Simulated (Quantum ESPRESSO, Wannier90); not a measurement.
**Wannier functions of BaTiO3 (Amm2)**

```xyz
5
Lattice="3.9833 0.0000 0.0000 0.0000 2.8626 2.8753 0.0000 -2.8626 2.8753" Properties=species:S:1:pos:R:3 pbc="T T T"
Ba     0.0000     0.0000     0.0196
Ti     1.9917     0.0000    -2.7690
O      1.9917    -1.4683     1.3508
O      1.9917     1.4683     1.3508
O      0.0000     0.0000     2.8075
```

Materials Project entry mp-5777; symmetrised, unrelaxed at this level. COD (Crystallography Open Database) has the formula in 5 space groups, this one among them (matched by group alone). Computed values, not measurements, from PBEsol: Quantum ESPRESSO (norm-conserving PseudoDojo potentials, cutoff 68 Ry, spinors with spin-orbit coupling) on a Γ-centred 6×6×6 mesh, then Wannier90. Density: 8×8×8 mesh, cold smearing 0.01 Ry.

A tight-binding model is made by disentanglement and projection with no localisation steps (num_iter = 0), so the 28 orbitals stay atom-like: hydrogen-like Ti: d; O: p, axes along x, y, z; frozen window up to 4.39 eV relative to the valence-band maximum. It follows pw.x to 0.3 meV rms for states up to 3.2 eV relative to the valence-band maximum. Matrix elements depend on this choice of orbitals and windows.

Task: What are the on-site energies relative to the valence-band maximum, and how fast do the hoppings decay?

Result: 
```tsv
atom	orbitals	energy (eV)
Ti2	dz2↑ dz2↓	2.72
Ti2	dxz↑ dxz↓ dxy↑ dxy↓	2.41
Ti2	dyz↑ dyz↓	3.78
Ti2	dx2-y2↑ dx2-y2↓	3.54
O3	pz↑ pz↓	-1.34
O3	px↑ px↓	-1.20
O3	py↑ py↓	-1.31
O4	pz↑ pz↓	-1.34
O4	px↑ px↓	-1.20
O4	py↑ py↓	-1.31
O5	pz↑ pz↓ py↑ py↓	-1.10
O5	px↑ px↓	-1.42
```

```json
[
 {"distance of the centres (Å)": "1–2", "largest modulus (eV)": "1.8"},
 {"distance of the centres (Å)": "2–3", "largest modulus (eV)": "1.9"},
 {"distance of the centres (Å)": "3–4", "largest modulus (eV)": "0.12"},
 {"distance of the centres (Å)": "4–5", "largest modulus (eV)": "0.10"},
 {"distance of the centres (Å)": "5–6", "largest modulus (eV)": "0.19"},
 {"distance of the centres (Å)": "6–7", "largest modulus (eV)": "0.036"},
 {"distance of the centres (Å)": "7–8", "largest modulus (eV)": "0.0067"},
 {"distance of the centres (Å)": "8–9", "largest modulus (eV)": "0.0041"},
 {"distance of the centres (Å)": "9–10", "largest modulus (eV)": "0.0027"},
 {"distance of the centres (Å)": "10–11", "largest modulus (eV)": "0.00087"}
]
```
